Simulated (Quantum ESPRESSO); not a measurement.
pw.x input (Quantum ESPRESSO 7.5; PBEsol, PseudoDojo standard norm-conserving files, fully relativistic):

```
&CONTROL
  calculation = 'scf'
  pseudo_dir = './pseudo'
  outdir = './out'
  tprnfor = .true.
  tstress = .true.
/
&SYSTEM
  ibrav = 0
  nat = 5
  ntyp = 3
  ecutwfc = 102.0
  ecutrho = 408.0
  occupations = 'smearing'
  smearing = 'fd'
  degauss = 0.002
  nbnd = 60
  noncolin = .true.
  lspinorb = .true.
/
&ELECTRONS
  conv_thr = 5e-10
/
ATOMIC_SPECIES
F 18.9984 F.upf
K 39.0983 K.upf
Cd 112.4140 Cd.upf
CELL_PARAMETERS angstrom
  4.382090000000   0.000000000000   0.000000000000
  0.000000000000   4.382090000000   0.000000000000
  0.000000000000   0.000000000000   4.382090000000
ATOMIC_POSITIONS crystal
F   0.000000000000   0.500000000000   0.500000000000
F   0.500000000000   0.000000000000   0.500000000000
F   0.500000000000   0.500000000000   0.000000000000
K   0.000000000000   0.000000000000   0.000000000000
Cd   0.500000000000   0.500000000000   0.500000000000
K_POINTS automatic
6 6 6 0 0 0
```

End of the output:

```

[...]
     the Fermi energy is     6.1593 ev
!    total energy              =    -557.36205731 Ry
     estimated scf accuracy    <          1.4E-10 Ry
     smearing contrib. (-TS)   =      -0.00000000 Ry
     internal energy E=F+TS    =    -557.36205731 Ry
     The total energy is F=E-TS. E is the sum of the following terms:
     one-electron contribution =    -355.28226447 Ry
     hartree contribution      =     197.61701443 Ry
     xc contribution           =     -92.65988688 Ry
     ewald contribution        =    -307.03692040 Ry
     convergence has been achieved in  10 iterations
     Forces acting on atoms (cartesian axes, Ry/au):
     atom    1 type  1   force =     0.00000000    0.00000000    0.00000000
     atom    2 type  1   force =     0.00000000    0.00000000    0.00000000
     atom    3 type  1   force =     0.00000000    0.00000000    0.00000000
     atom    4 type  2   force =     0.00000000    0.00000000    0.00000000
     atom    5 type  3   force =     0.00000000    0.00000000    0.00000000
     Total force =     0.000000     Total SCF correction =     0.000000
     Computing stress (Cartesian axis) and pressure
          total   stress  (Ry/bohr**3)                   (kbar)     P=        0.31
   0.00000213   0.00000000   0.00000000            0.31        0.00        0.00
   0.00000000   0.00000213   0.00000000            0.00        0.31        0.00
   0.00000000   0.00000000   0.00000213            0.00        0.00        0.31
```
In a gapped system the printed Fermi energy is only some level inside the gap.

Geometry of the Materials Project entry, not relaxed at this level.
